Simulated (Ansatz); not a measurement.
Compressing ZrVSi: a fit and a missing row

ZrVSi, P4/nmm, a = 3.649 Å, c = 7.178 Å. The structure is a COD entry; whether it is the stable form wasn't checked. Ansatz: PBEsol, PAW, 420 eV, Γ-centred 10×10×6 mesh on 6 atoms, Gaussian smearing 0.10 eV; no spin polarisation. Shape and atoms are relaxed at each volume; pressure is positive in compression.

| V (Å³/atom) | P (GPa) |
| --- | --- |
| 14.017 | 27.32 |
| 14.495 | ? |
| 14.973 | 11.60 |
| 15.451 | 5.36 |
| 15.929 | 0.00 |
| 16.407 | -4.62 |
| 16.885 | -8.59 |
| 17.522 | -13.01 |

Take V0 = 15.929 Å³/atom, fit the third-order Birch–Murnaghan form to the other rows, and predict the missing pressure.

With the Eulerian strain f = ½[(V0/V)^(2/3) − 1] and y = P/[3f(1 + 2f)^(5/2)], the form is the line y = B0 + 1.5 B0 (B0′ − 4) f. Rows (f, y): 0.04449, 165.4; 0.02106, 165.6; 0.01026, 165.5; -0.00976, 165.8; -0.01906, 165.6; -0.03078, 165.1. Means f = 0.002702, y = 165.50; Σ(Δf)² = 0.003890, ΣΔfΔy = 0.005135; the slope is their ratio. y = 165.5 + 1.320 f GPa, so B0 = 165.5 GPa and B0′ = 4 + 2 × (1.320)/(3 × 165.5) = 4.01. At V = 14.495, f = 0.03246, y = 165.54 and P = 18.87 GPa. The run gave 18.86 GPa, so the fit is 0.01 GPa too high, within the rms miss on the fitted rows (0.02 GPa).